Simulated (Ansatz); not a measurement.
## CaP2Ru2 (I4/mmm): electronic heat capacity and spin susceptibility from the density of states

These are results of DFT PBEsol, scalar-relativistic, plane waves, PAW (Ansatz), not measurements.

Settings: cutoff 420 eV, Γ-centred mesh 12×12×12 on the computed 5-atom cell, Gaussian smearing of 0.10 eV; no spin polarisation.

Relaxed cell: I4/mmm, a = 4.030 Å, b = 4.030 Å, c = 9.642 Å, α = 90.00°, β = 90.00°, γ = 90.00°, 5 atoms in the primitive cell. Whether it is the stable form of this composition wasn't checked.

The density of states at the Fermi level is 1.386 states/eV in the cell of 5 atoms (1 formula unit; both spins, tetrahedra on a 18×18×18 mesh).

**Question.** What Sommerfeld coefficient and Pauli susceptibility does this give?

**Answer.** Per formula unit N(E_F) = 1.386 states/eV. γ = (π²/3) k_B² N(E_F) N_A = 2.357 mJ/(mol K²) per state/eV, so γ = 3.3 mJ/(mol K²), a mole of formula units. χ_P = μ_B² N(E_F) N_A = 3.23×10⁻⁵ emu/mol per state/eV gives 4.5×10⁻⁵ emu/mol. This is the bare band result: a measured γ of the same phase is as a rule larger by a factor 1 + λ from phonons and spin fluctuations, the spin part of χ is larger by the Stoner factor, and a measured χ also holds orbital and core terms. N(E_F) at one energy is sensitive to the mesh where the density of states has sharp peaks.